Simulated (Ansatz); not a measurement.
B:
```yaml
crystal:
  lattice:
    - [2.44916, 1.41402, 4.17097]
    - [-2.44916, 1.41402, 4.17097]
    - [0.00000, -2.82804, 4.17097]
  atoms:
    - { symbol: B, position: [0.00987, 0.65441, 0.00987] }
    - { symbol: B, position: [0.99013, 0.34559, 0.99013] }
    - { symbol: B, position: [0.00987, 0.00987, 0.65441] }
    - { symbol: B, position: [0.99013, 0.99013, 0.34559] }
    - { symbol: B, position: [0.65441, 0.00987, 0.00987] }
    - { symbol: B, position: [0.34559, 0.99013, 0.99013] }
    - { symbol: B, position: [0.22051, 0.63175, 0.22051] }
    - { symbol: B, position: [0.77949, 0.36825, 0.77949] }
    - { symbol: B, position: [0.22051, 0.22051, 0.63175] }
    - { symbol: B, position: [0.77949, 0.77949, 0.36825] }
    - { symbol: B, position: [0.63175, 0.22051, 0.22051] }
    - { symbol: B, position: [0.36825, 0.77949, 0.77949] }
```

Relaxed with r²SCAN. The program Ansatz at the r²SCAN level (PAW) gives a gap of 1.60 eV.

What gap does HSE06 give on the same cell (Ansatz, PAW)?

2.10 eV, 0.50 eV more. The hybrid was solved on a coarser mesh and at special points; its gap is the smallest among all of these.

| k | v1 r²SCAN | c1 r²SCAN | v1 HSE06 | c1 HSE06 |
|---|---|---|---|---|
| Γ | -0.38 | 1.67 | -0.40 | 2.10 |
| T | 0.00 | 2.89 | ___ | ___ |
| L | -0.67 | 2.16 | ___ | ___ |
| F | -2.08 | 1.64 | ___ | ___ |
| S0 | -1.83 | 2.07 | ___ | ___ |
| H0 | -1.90 | 1.91 | -2.08 | 2.49 |

Top valence (v1) and lowest conduction level (c1) in eV from each method's valence maximum (which need not be a listed point): supply the withheld HSE06 values.


- L, v1 HSE06: -0.85
- L, c1 HSE06: 2.64
- T, v1 HSE06: 0.00
- T, c1 HSE06: 3.47
- F, v1 HSE06: -2.19
- F, c1 HSE06: 2.15
- S0, v1 HSE06: -2.01
- S0, c1 HSE06: 2.65

Cost on shared cores: the r²SCAN run (SCF on a 7×7×7 mesh, then bands and DOS) roughly 2.1 core-minutes, the HSE06 run (SCF on 4×4×4, then a few points) around 4 core-minutes (rough); the tasks are unlike.

Space group R-3m (α-B12). Symmetry was held in the r²SCAN relaxation; phonons on a q-mesh show no instability.

Potentials: the earlier of the program's two PAW sets.
